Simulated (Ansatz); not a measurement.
Input and output for TiRe: DFT, PBEsol, all-electron LAPW, scalar-relativistic (Ansatz 0.2.0).

The cell is entry 1523516 of the Crystallography Open Database, unrelaxed.

Command: `ansatz run input.yaml --threads 1 --pin off --max-ram 2048MiB --backend cpu --events-out ev --progress --plain --runs-dir out` It took 19 s on 1 thread of Arm Neoverse V1 (shared host), peak memory 0.38 GiB.

```yaml
crystal:
  lattice:
    - [3.118, 0.0, 0.0]
    - [0.0, 3.118, 0.0]
    - [0.0, 0.0, 3.118]
  atoms:
    - { symbol: Ti, position: [0.5, 0.5, 0.5] }
    - { symbol: Re, position: [0.0, 0.0, 0.0] }
kpoints:
  mp_grid: { grid: [10, 10, 10] }
scf:
  occupations: { method: fermi_dirac, width: 0.05 }
hamiltonian:
  xc: pbesol
  pseudopotentials: { kind: all_electron, lapw: { basis_error: 0.001 } }
output:
  forces: true
  stress: true
  eigenvalues: true
  populations: true
```

Output:

```
Ti: projections on atomic orbitals take those of the free atom 1s2 2s2 2p6 3s2 3p6 3d2 4s2, of charge +0.00 (hamiltonian.pseudopotentials.projection_atoms)
Re: projections on atomic orbitals take those of the free atom 1s2 2s2 2p6 3s2 3p6 3d10 4s2 4p6 4d10 4f14 5s2 5p6 5d5 6s2, of charge +0.00 (hamiltonian.pseudopotentials.projection_atoms)
LAPW: plane waves up to 8.394 Å⁻¹, error target 1.0e-3 eV per atom; small_component_spin mean_spin; Ti in spheres of 1.306 Å, 12 of its electrons in bands, Dirac shells []; Re in spheres of 1.394 Å, 39 of its electrons in bands, Dirac shells [] (how accurate: hamiltonian.pseudopotentials.lapw.basis_error, Limitations)
Engine: ansatz 0.2.0
Pseudopotentials: kind: all_electron
Pseudopotential: Ti, LAPW, valence charge 12, lapw/all_electron/scalar/gaussian/Ti, Koelling and Harmon's equation, gaussian nucleus
Pseudopotential: Re, LAPW, valence charge 39, lapw/all_electron/scalar/gaussian/Re, Koelling and Harmon's equation, gaussian nucleus
Functional definition: PBEsol
  exchange = pbesol_x
  correlation = pbesol_c
Crystal: 2 atoms, lattice volume = 30.313 Å³
Basis set: ecut = 268.4691185930441 eV, 305 PW (Γ), exchange–correlation at level 2
Bands: 31, of which v1, the nominal top of the filled ones, is band 26 counted from 1 (25 counted from 0)
Symmetry: 48 space group operations
Space group: Pm-3m (ITA 221), of the structure as read, at distance tolerance 3.1e-5 Å
k-points: 56 of 1000
Non-local potential: Ti, projectors of the file, none
Non-local potential: Re, projectors of the file, none
Initial density: superposition of atomic densities (chi_scale 0.1, normalization cell, long waves kept (reshape's long-wave potential 0.00 eV rms))
Initial wavefunctions: plane waves of lowest kinetic energy (no species holds an atomic orbital)
Functional: x = pbesol(κ = 0.804, μ = 0.12345679012345678), c = pbesol(β = 0.046)
iter 1 solved again at ethr=2.64e-4 eV; its pass at ethr=1.00e-1 eV (dr2=1.35e-1 eV) is discarded
SCF iter   1: F=—  HF=-477230.917920 eV  |F-HF|=—  |Δ(HF+E_count)|=         —  Δρ=2.91e-2  dr2=1.36e-1  ethr=2.64e-4  ⟨swp⟩=2.8  Hψ=11385  notcnv=0
preconditioner: auto → Kerker (q_TF=auto, 2.975 Å⁻¹)  [metal: Δε(μ)=0.039 eV  Ē_g=28.952 eV  σ=0.050 eV  W_gap=0.19  n_scr=18 (ndim 8)  ℏωp=41.0 eV  f_vac=0.000  D(μ)=1.58/eV (n_scr^D=18)]
SCF iter   2: F=—  HF=-477230.516526 eV  |F-HF|=—  |Δ(HF+E_count)|=   4.01e-1  Δρ=1.14e-2  dr2=2.59e-2  ethr=2.64e-4  ⟨swp⟩=2.8  Hψ=5620  notcnv=0
SCF iter   3: F=—  HF=-477230.508291 eV  |F-HF|=—  |Δ(HF+E_count)|=   8.24e-3  Δρ=1.06e-2  dr2=4.19e-2  ethr=5.08e-5  ⟨swp⟩=2.0  Hψ=5477  notcnv=0
SCF iter   4: F=—  HF=-477230.501172 eV  |F-HF|=—  |Δ(HF+E_count)|=         —  Δρ=6.47e-3  dr2=1.12e-2  ethr=5.08e-5  ⟨swp⟩=2.0  Hψ=5335  notcnv=0
the basis was enlarged: its passes take 485.5 KiB over the memory plan, 1 of 1 planned eigensolver slots
SCF iter   5: F=—  HF=-477230.499124 eV  |F-HF|=—  |Δ(HF+E_count)|=   2.05e-3  Δρ=3.70e-3  dr2=3.24e-3  ethr=2.19e-5  ⟨swp⟩=2.0  Hψ=5218  notcnv=0
SCF iter   6: F=—  HF=-477230.499375 eV  |F-HF|=—  |Δ(HF+E_count)|=   2.51e-4  Δρ=1.75e-3  dr2=8.69e-4  ethr=6.35e-6  ⟨swp⟩=2.0  Hψ=5236  notcnv=0
iter 7 solved again at ethr=7.82e-8 eV; its pass at ethr=1.70e-6 eV (dr2=3.99e-5 eV) is discarded
SCF iter   7: F=—  HF=-477230.499480 eV  |F-HF|=—  |Δ(HF+E_count)|=   1.05e-4  Δρ=3.42e-4  dr2=3.98e-5  ethr=7.82e-8  ⟨swp⟩=2.0  Hψ=8818  notcnv=0
SCF iter   8: F=—  HF=-477230.499479 eV  |F-HF|=—  |Δ(HF+E_count)|=   1.16e-6  Δρ=7.79e-5  dr2=1.95e-6  ethr=7.81e-8  ⟨swp⟩=2.0  Hψ=5249  notcnv=0
SCF iter   9: F=-477230.499479 eV  HF=-477230.499479 eV  |F-HF|=8.96e-9  |Δ(HF+E_count)|=   1.36e-7  Δρ=7.98e-6  dr2=1.70e-8  ethr=3.82e-9  ⟨swp⟩=2.0  Hψ=5249  notcnv=0
SCF 1 converged in 9 iterations: F = -477230.499479 eV  dr2 = 1.70e-8
SCF converged after 9 iterations
Free energy (F): -477230.499479 eV
Harris-Foulkes:  -477230.499479 eV  (|F-HF|=8.96e-9)
Internal energy: -477230.489175 eV  (E = F + TS)
E sigma→0 (E₀):  -477230.494327 eV
Entropy (-TS):   -0.010304 eV (-5.152 meV/atom)
Fermi energy:    22.279700 eV
--- Per-component energies (eV) ---
  E_band       = -2594.410492
  E_kinetic    = 533570.828494
  E_xc         = -10035.116444
  E_electrostatic = -1000766.201225  (all electrons and nuclei)
  E_smearing   = -0.010304  (= −TS)
  E_closure    = 0.000000  (closes the sum)
  E_atoms      = -477210.040423  (free atoms, spherical and without spin; not in F)
  Σ components = -477230.499479   (vs F -477230.499479, Δ=0.00e0)
  Basis errors (estimates in eV, not in F): energy 2.2e-4 per atom: plane waves 1.7e-4 (9.0e-5 summed), levels above the bands 1.5e-39, relativity 3.2e-8, radial functions 4.5e-5, core shells 7.2e-7; eigenvalues (radial functions only) 1.5e-6; not estimated: angular momenta, meshes, grids; target (lapw.basis_error) 1.0e-3; muffin-tin radii Ti 1.306 Å, Re 1.394 Å
--- Forces (eV/Å), atoms counted from 1 ---
  atom   1  Ti    -0.00000000    -0.00000000    -0.00000000
  atom   2  Re     0.00000000     0.00000000     0.00000000
  max |Σ_I F_I| component: 5.39e-30 eV/Å
--- Stress (GPa, compression-positive) ---
       -7.675765       0.000000       0.000000
        0.000000      -7.675765       0.000000
        0.000000       0.000000      -7.675765
  P = ⅓ Tr σ = -7.6758 GPa (-76.758 kbar)
--- Band table (eV; the first three rows and the last of 56) ---
  k-point 0: bands = ["-226.5312", "-226.5312", "-226.4836", "-226.4836", "-226.4836", "-56.8636", "-33.5200", "-18.6795", "-18.6795", "-18.6795", "-14.1067", "-14.1067", "-14.1067", "-14.0815", "-14.0815", "-14.0815", "-14.0476", "-9.7983", "-9.7983", "-9.7983", "14.6286", "18.1058", "18.1058", "22.2568", "22.2568", "22.2568", "25.1865", "25.1865", "27.0607", "27.0607", "27.0607"]
  k-point 1: bands = ["-226.5312", "-226.5312", "-226.4836", "-226.4836", "-226.4836", "-56.8629", "-33.5186", "-18.6959", "-18.6771", "-18.6771", "-14.1071", "-14.1066", "-14.1066", "-14.0815", "-14.0813", "-14.0813", "-14.0477", "-9.8217", "-9.7992", "-9.7992", "14.8446", "18.2136", "18.2689", "22.2190", "22.2190", "22.3440", "24.9505", "25.2694", "26.5393", "26.5393", "26.9185"]
  k-point 2: bands = ["-226.5312", "-226.5312", "-226.4836", "-226.4836", "-226.4836", "-56.8611", "-33.5149", "-18.7387", "-18.6708", "-18.6708", "-14.1081", "-14.1061", "-14.1061", "-14.0817", "-14.0809", "-14.0809", "-14.0478", "-9.8824", "-9.8018", "-9.8018", "15.4558", "18.5286", "18.7058", "22.1324", "22.1324", "22.5991", "24.3130", "25.4900", "25.5450", "25.5450", "26.5219"]
  k-point 55: bands = ["-226.5312", "-226.5312", "-226.4836", "-226.4836", "-226.4836", "-56.8422", "-33.4636", "-18.8228", "-18.8228", "-18.8228", "-14.1086", "-14.1086", "-14.1086", "-14.0788", "-14.0788", "-14.0788", "-14.0489", "-9.9933", "-9.9933", "-9.9933", "19.7512", "19.7512", "19.7512", "21.6200", "21.6200", "21.6200", "25.3456", "25.3456", "26.0649", "26.0649", "30.0261"]
--- Löwdin populations: 2 sites ---
  site symbol       q [e]
     0     Ti     21.7658
     1     Re     75.0186
  spilling = 0.002223 (of n_electrons = 97.000000)
```

populations.tsv:

```
# site	symbol	l	j	q
# orbitals = lowdin
# n_electrons = 97.000000
# spilling = 0.002223
# projection_atom_Ti: 1s2 2s2 2p6 3s2 3p6 3d2 4s2
# projection_atom_Re: 1s2 2s2 2p6 3s2 3p6 3d10 4s2 4p6 4d10 4f14 5s2 5p6 5d5 6s2
0	Ti	0_1S	-	1.999977
0	Ti	0_2S	-	1.998643
0	Ti	0_3S	-	1.964040
0	Ti	0_4S	-	0.811838
0	Ti	1_2P	-	5.999982
0	Ti	1_3P	-	5.991772
0	Ti	2_3D	-	2.999535
1	Re	0_1S	-	1.999999
1	Re	0_2S	-	1.999978
1	Re	0_3S	-	1.999724
1	Re	0_4S	-	1.997204
1	Re	0_5S	-	1.960421
1	Re	0_6S	-	0.946551
1	Re	1_2P	-	6.000000
1	Re	1_3P	-	5.999997
1	Re	1_4P	-	5.999881
1	Re	1_5P	-	5.986072
1	Re	2_3D	-	10.000000
1	Re	2_4D	-	9.999967
1	Re	2_5D	-	6.129015
1	Re	3_4F	-	13.999776
```

Next run (one bond, the shortest of the undistorted cell, set to 2.970 Å), as changes to the input before:

```diff
   atoms:
-    - { symbol: Ti, position: [0.5, 0.5, 0.5] }
-    - { symbol: Re, position: [0.0, 0.0, 0.0] }
+    - { symbol: Ti, position: [0.525, 0.525, 0.525] }
+    - { symbol: Re, position: [-0.025, -0.025, -0.025] }
 kpoints:
```

Results part of the output:

```
SCF 1 converged in 11 iterations: F = -477230.147305 eV  dr2 = 2.98e-8
SCF converged after 11 iterations
Free energy (F): -477230.147305 eV
Harris-Foulkes:  -477230.147305 eV  (|F-HF|=3.42e-8)
Internal energy: -477230.130222 eV  (E = F + TS)
E sigma→0 (E₀):  -477230.138763 eV
Entropy (-TS):   -0.017083 eV (-8.542 meV/atom)
Fermi energy:    22.264765 eV
--- Per-component energies (eV) ---
  E_band       = -7589.027086
  E_kinetic    = 533573.595393
  E_xc         = -10035.747757
  E_electrostatic = -1000767.977857  (all electrons and nuclei)
  E_smearing   = -0.017083  (= −TS)
  E_closure    = 0.000000  (closes the sum)
  E_atoms      = -477210.040423  (free atoms, spherical and without spin; not in F)
  Σ components = -477230.147305   (vs F -477230.147305, Δ=0.00e0)
  Basis errors (estimates in eV, not in F): energy 3.6e-4 per atom: plane waves 2.8e-4 (1.5e-4 summed), levels above the bands 1.0e-74, relativity 4.0e-8, radial functions 7.1e-5, core shells 1.2e-6; eigenvalues (radial functions only) 8.9e-7; not estimated: angular momenta, meshes, grids; target (lapw.basis_error) 1.0e-3; muffin-tin radii Ti 1.152 Å, Re 1.278 Å
--- Forces (eV/Å), atoms counted from 1 ---
  atom   1  Ti    -1.47742401    -1.47742401    -1.47742401
  atom   2  Re     1.47742448     1.47742448     1.47742448
  max |Σ_I F_I| component: 4.66e-7 eV/Å
--- Stress (GPa, compression-positive) ---
       -2.057518       0.913215       0.913215
        0.913215      -2.057518       0.913215
        0.913215       0.913215      -2.057518
  P = ⅓ Tr σ = -2.0575 GPa (-20.575 kbar)
--- Band table (eV; the first three rows and the last of 116) ---
  k-point 0: bands = ["-417.8304", "-417.8304", "-417.8243", "-414.8663", "-414.8663", "-414.8547", "-226.4721", "-226.4721", "-226.4300", "-226.4300", "-226.4150", "-56.8226", "-33.4951", "-18.6634", "-18.6579", "-18.6579", "-14.0534", "-14.0534", "-14.0452", "-14.0277", "-14.0234", "-14.0234", "-13.9916", "-9.7853", "-9.7853", "-9.7769", "14.6726", "18.1008", "18.1008", "21.9974", "22.4205", "22.4205", "24.9623", "24.9623", "26.6882", "26.6882", "27.3884", "32.0102"]
  k-point 1: bands = ["-417.8304", "-417.8304", "-417.8243", "-414.8663", "-414.8663", "-414.8547", "-226.4721", "-226.4721", "-226.4300", "-226.4300", "-226.4150", "-56.8219", "-33.4937", "-18.6765", "-18.6589", "-18.6556", "-14.0536", "-14.0532", "-14.0452", "-14.0276", "-14.0235", "-14.0233", "-13.9917", "-9.8062", "-9.7856", "-9.7801", "14.8887", "18.1891", "18.2655", "21.9856", "22.3745", "22.4526", "24.6007", "25.0327", "26.4453", "26.5258", "27.0798", "31.3183"]
  k-point 2: bands = ["-417.8304", "-417.8304", "-417.8243", "-414.8663", "-414.8663", "-414.8547", "-226.4721", "-226.4721", "-226.4300", "-226.4300", "-226.4150", "-56.8200", "-33.4901", "-18.7190", "-18.6536", "-18.6496", "-14.0543", "-14.0527", "-14.0452", "-14.0275", "-14.0235", "-14.0228", "-13.9919", "-9.8659", "-9.7865", "-9.7832", "15.4994", "18.4437", "18.7075", "21.9358", "22.2329", "22.5751", "23.8694", "25.1872", "25.7323", "26.0093", "26.6777", "29.7627"]
  k-point 115: bands = ["-417.8304", "-417.8304", "-417.8243", "-414.8663", "-414.8663", "-414.8547", "-226.4721", "-226.4721", "-226.4300", "-226.4300", "-226.4150", "-56.8008", "-33.4382", "-18.8166", "-18.8062", "-18.8062", "-14.0553", "-14.0553", "-14.0468", "-14.0250", "-14.0206", "-14.0206", "-13.9927", "-9.9738", "-9.9738", "-9.9651", "19.7336", "19.7336", "19.8533", "21.6503", "21.6503", "21.8310", "25.3118", "25.3118", "26.0480", "26.0480", "29.5240", "31.5494"]
--- Löwdin populations: 2 sites ---
  site symbol       q [e]
     0     Ti     21.7606
     1     Re     75.0326
  spilling = 0.002133 (of n_electrons = 97.000000)
```

Next run (one bond, the shortest of the undistorted cell, set to 2.538 Å), as changes to the input before:

```diff
   atoms:
-    - { symbol: Ti, position: [0.525, 0.525, 0.525] }
-    - { symbol: Re, position: [-0.025, -0.025, -0.025] }
+    - { symbol: Ti, position: [0.485, 0.485, 0.485] }
+    - { symbol: Re, position: [0.015, 0.015, 0.015] }
 kpoints:
```

Results part of the output:

```
SCF 1 converged in 11 iterations: F = -477230.371959 eV  dr2 = 2.76e-8
SCF converged after 11 iterations
Free energy (F): -477230.371959 eV
Harris-Foulkes:  -477230.371959 eV  (|F-HF|=3.81e-8)
Internal energy: -477230.359732 eV  (E = F + TS)
E sigma→0 (E₀):  -477230.365846 eV
Entropy (-TS):   -0.012227 eV (-6.114 meV/atom)
Fermi energy:    22.280500 eV
--- Per-component energies (eV) ---
  E_band       = -7590.828494
  E_kinetic    = 533571.844939
  E_xc         = -10035.328257
  E_electrostatic = -1000766.876415  (all electrons and nuclei)
  E_smearing   = -0.012227  (= −TS)
  E_closure    = 0.000000  (closes the sum)
  E_atoms      = -477210.040423  (free atoms, spherical and without spin; not in F)
  Σ components = -477230.371959   (vs F -477230.371959, Δ=0.00e0)
  Basis errors (estimates in eV, not in F): energy 2.7e-4 per atom: plane waves 2.3e-4 (1.2e-4 summed), levels above the bands 6.8e-75, relativity 3.5e-8, radial functions 4.6e-5, core shells 3.0e-7; eigenvalues (radial functions only) 1.2e-6; not estimated: angular momenta, meshes, grids; target (lapw.basis_error) 1.0e-3; muffin-tin radii Ti 1.214 Å, Re 1.324 Å
--- Forces (eV/Å), atoms counted from 1 ---
  atom   1  Ti     0.91129955     0.91129955     0.91129955
  atom   2  Re    -0.91130090    -0.91130090    -0.91130090
  max |Σ_I F_I| component: 1.35e-6 eV/Å
--- Stress (GPa, compression-positive) ---
       -5.655926       0.095670       0.095670
        0.095670      -5.655926       0.095670
        0.095670       0.095670      -5.655926
  P = ⅓ Tr σ = -5.6559 GPa (-56.559 kbar)
--- Band table (eV; the first three rows and the last of 116) ---
  k-point 0: bands = ["-417.8716", "-417.8716", "-417.8705", "-414.9225", "-414.9225", "-414.9182", "-226.5151", "-226.5151", "-226.4696", "-226.4696", "-226.4647", "-56.8542", "-33.5147", "-18.6797", "-18.6757", "-18.6757", "-14.0928", "-14.0928", "-14.0892", "-14.0666", "-14.0665", "-14.0665", "-14.0332", "-9.7972", "-9.7972", "-9.7946", "14.6444", "18.1027", "18.1027", "22.1541", "22.3183", "22.3183", "25.0939", "25.0939", "26.9160", "26.9160", "27.1752", "31.8005"]
  k-point 1: bands = ["-417.8716", "-417.8716", "-417.8705", "-414.9225", "-414.9225", "-414.9182", "-226.5151", "-226.5151", "-226.4696", "-226.4696", "-226.4647", "-56.8535", "-33.5133", "-18.6937", "-18.6758", "-18.6733", "-14.0930", "-14.0926", "-14.0892", "-14.0666", "-14.0664", "-14.0663", "-14.0333", "-9.8197", "-9.7979", "-9.7964", "14.8605", "18.2032", "18.2664", "22.1392", "22.2789", "22.3708", "24.8025", "25.1706", "26.5424", "26.5522", "26.9225", "31.1033"]
  k-point 2: bands = ["-417.8716", "-417.8716", "-417.8705", "-414.9225", "-414.9225", "-414.9182", "-226.5151", "-226.5151", "-226.4696", "-226.4696", "-226.4647", "-56.8516", "-33.5096", "-18.7362", "-18.6699", "-18.6671", "-14.0938", "-14.0922", "-14.0891", "-14.0668", "-14.0661", "-14.0659", "-14.0335", "-9.8802", "-9.7999", "-9.7990", "15.4715", "18.4953", "18.7053", "22.0663", "22.1794", "22.5730", "24.0955", "25.3297", "25.6725", "25.7539", "26.5576", "29.5674"]
  k-point 115: bands = ["-417.8716", "-417.8716", "-417.8705", "-414.9225", "-414.9225", "-414.9182", "-226.5151", "-226.5151", "-226.4696", "-226.4696", "-226.4647", "-56.8326", "-33.4581", "-18.8265", "-18.8207", "-18.8207", "-14.0947", "-14.0947", "-14.0910", "-14.0639", "-14.0638", "-14.0638", "-14.0344", "-9.9899", "-9.9899", "-9.9874", "19.7437", "19.7437", "19.7848", "21.6286", "21.6286", "21.6922", "25.3322", "25.3322", "26.0545", "26.0545", "29.8431", "32.1854"]
--- Löwdin populations: 2 sites ---
  site symbol       q [e]
     0     Ti     21.7653
     1     Re     75.0213
  spilling = 0.002200 (of n_electrons = 97.000000)
```

Next run (one bond, the shortest of the undistorted cell, set to 2.376 Å), as changes to the input before:

```diff
   atoms:
-    - { symbol: Ti, position: [0.485, 0.485, 0.485] }
-    - { symbol: Re, position: [0.015, 0.015, 0.015] }
+    - { symbol: Ti, position: [0.47, 0.47, 0.47] }
+    - { symbol: Re, position: [0.03, 0.03, 0.03] }
 kpoints:
```

Command: `ansatz run input.yaml --threads 1 --pin off --max-ram 2048MiB --backend cpu --events-out ev --progress --plain --runs-dir out` It took 91 s on 1 thread of Arm Neoverse V1 (shared host), peak memory 0.53 GiB.

Results part of the output:

```
SCF 1 converged in 11 iterations: F = -477229.996964 eV  dr2 = 8.96e-8
SCF converged after 11 iterations
Free energy (F): -477229.996964 eV
Harris-Foulkes:  -477229.996964 eV  (|F-HF|=1.26e-7)
Internal energy: -477229.977008 eV  (E = F + TS)
E sigma→0 (E₀):  -477229.986986 eV
Entropy (-TS):   -0.019956 eV (-9.978 meV/atom)
Fermi energy:    22.258641 eV
--- Per-component energies (eV) ---
  E_band       = -8601.781142
  E_kinetic    = 533574.739874
  E_xc         = -10036.059913
  E_electrostatic = -1000768.656969  (all electrons and nuclei)
  E_smearing   = -0.019956  (= −TS)
  E_closure    = 0.000000  (closes the sum)
  E_atoms      = -477210.040423  (free atoms, spherical and without spin; not in F)
  Σ components = -477229.996964   (vs F -477229.996964, Δ=0.00e0)
  Basis errors (estimates in eV, not in F): energy 3.6e-4 per atom: plane waves 3.1e-4 (1.7e-4 summed), levels above the bands 1.5e-74, relativity 4.3e-8, radial functions 4.3e-5, core shells 2.0e-7; eigenvalues (radial functions only) 8.2e-7; not estimated: angular momenta, meshes, grids; target (lapw.basis_error) 1.0e-3; muffin-tin radii Ti 1.122 Å, Re 1.255 Å
--- Forces (eV/Å), atoms counted from 1 ---
  atom   1  Ti     1.73364018     1.73364018     1.73364018
  atom   2  Re    -1.73363333    -1.73363333    -1.73363333
  max |Σ_I F_I| component: 6.85e-6 eV/Å
--- Stress (GPa, compression-positive) ---
        0.394213       1.686198       1.686198
        1.686198       0.394213       1.686198
        1.686198       1.686198       0.394213
  P = ⅓ Tr σ = 0.3942 GPa (3.942 kbar)
--- Band table (eV; the first three rows and the last of 116) ---
  k-point 0: bands = ["-507.1738", "-417.7962", "-417.7962", "-417.7862", "-414.8181", "-414.8181", "-414.8010", "-226.4366", "-226.4366", "-226.3968", "-226.3968", "-226.3748", "-56.7953", "-33.4742", "-18.6473", "-18.6410", "-18.6410", "-14.0203", "-14.0203", "-14.0099", "-13.9954", "-13.9874", "-13.9874", "-13.9565", "-9.7704", "-9.7704", "-9.7555", "14.6917", "18.1009", "18.1009", "21.9052", "22.4823", "22.4823", "24.8952", "24.8952", "26.5502", "26.5502", "27.5406", "32.1548"]
  k-point 1: bands = ["-507.1738", "-417.7962", "-417.7962", "-417.7862", "-414.8181", "-414.8181", "-414.8010", "-226.4366", "-226.4366", "-226.3968", "-226.3968", "-226.3748", "-56.7945", "-33.4728", "-18.6601", "-18.6426", "-18.6387", "-14.0205", "-14.0201", "-14.0099", "-13.9954", "-13.9874", "-13.9872", "-13.9566", "-9.7900", "-9.7704", "-9.7598", "14.9077", "18.1812", "18.2662", "21.8926", "22.4282", "22.5055", "24.4999", "24.9624", "26.3493", "26.5064", "27.2256", "31.4617"]
  k-point 2: bands = ["-507.1738", "-417.7962", "-417.7962", "-417.7862", "-414.8181", "-414.8181", "-414.8010", "-226.4366", "-226.4366", "-226.3968", "-226.3968", "-226.3748", "-56.7927", "-33.4693", "-18.7024", "-18.6377", "-18.6329", "-14.0212", "-14.0196", "-14.0099", "-13.9952", "-13.9875", "-13.9867", "-13.9568", "-9.8486", "-9.7706", "-9.7636", "15.5183", "18.4122", "18.7101", "21.8502", "22.2429", "22.5902", "23.7887", "25.1171", "25.7351", "26.1450", "26.7940", "29.8932"]
  k-point 115: bands = ["-507.1738", "-417.7962", "-417.7962", "-417.7862", "-414.8181", "-414.8181", "-414.8010", "-226.4366", "-226.4366", "-226.3968", "-226.3968", "-226.3748", "-56.7733", "-33.4172", "-18.8052", "-18.7917", "-18.7917", "-14.0222", "-14.0222", "-14.0115", "-13.9927", "-13.9845", "-13.9845", "-13.9574", "-9.9558", "-9.9558", "-9.9400", "19.7277", "19.7277", "19.9044", "21.6696", "21.6696", "21.9327", "25.2937", "25.2937", "26.0562", "26.0562", "29.3074", "31.2589"]
--- Löwdin populations: 2 sites ---
  site symbol       q [e]
     0     Ti     21.7563
     1     Re     75.0420
  spilling = 0.002079 (of n_electrons = 97.000000)
```

Spin–orbit coupling is left out, which matters for the heavy atoms.
